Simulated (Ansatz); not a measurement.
A distorted cell of HfO2 (baddeleyite type, space group P2_1/c):

```xyz
12
Lattice="5.1617 0.0000 0.0000 0.0000 5.2125 0.0000 -0.8978 0.0000 5.2770" Properties=species:S:1:pos:R:3 pbc="T T T"
Hf     1.2352     0.2244     1.1000
Hf     3.4756     2.8292     1.5393
Hf     3.0286     4.9882     4.1770
Hf     0.7882     2.3833     3.7377
O      0.0612     1.6761     1.8193
O      4.7064     4.3564     0.7803
O      4.2026     3.5364     3.4577
O     -0.4425     0.8561     4.4967
O      1.8938     3.9667     2.5155
O      2.8256     1.3211     0.1233
O      2.3700     1.2459     2.7615
O      1.4383     3.8914     5.1536
```

Level of theory: PBE (plane waves to 420 eV, PAW, scalar-relativistic; Ansatz, an electronic-structure program). k mesh 5×5×5 (Γ-centred), Fermi-Dirac smearing 0.05 eV. Compression counts positive. HfO2 is run without spin polarisation. HfO2 was relaxed with its symmetry unable to fall. Spin-orbit coupling is left out, though Hf is heavy. The PAW data are Ansatz's earlier set.

Predict the force on every atom, in eV/Å.


| atom | Fx | Fy | Fz |
|---|---|---|---|
| Hf1 | 0.444 | -0.300 | -0.150 |
| Hf2 | 0.252 | 0.225 | -0.131 |
| Hf3 | -0.444 | 0.300 | 0.150 |
| Hf4 | -0.252 | -0.225 | 0.131 |
| O5 | -0.896 | 1.218 | 0.642 |
| O6 | -0.881 | -1.178 | 0.615 |
| O7 | 0.896 | -1.218 | -0.642 |
| O8 | 0.881 | 1.178 | -0.615 |
| O9 | -0.108 | -0.632 | -0.012 |
| O10 | -0.105 | 0.632 | 0.000 |
| O11 | 0.108 | 0.632 | 0.012 |
| O12 | 0.105 | -0.632 | 0.000 |

What is the stress tensor (GPa)?


```
   0.61    -0.58    -0.02
  -0.58     0.53     0.76
  -0.02     0.76     0.36
```
The pressure, a third of the trace, is 0.50 GPa.

(For displaced atoms, the force is minus the slope of the energy, and its curvature is a force constant, which sets phonon frequencies.)
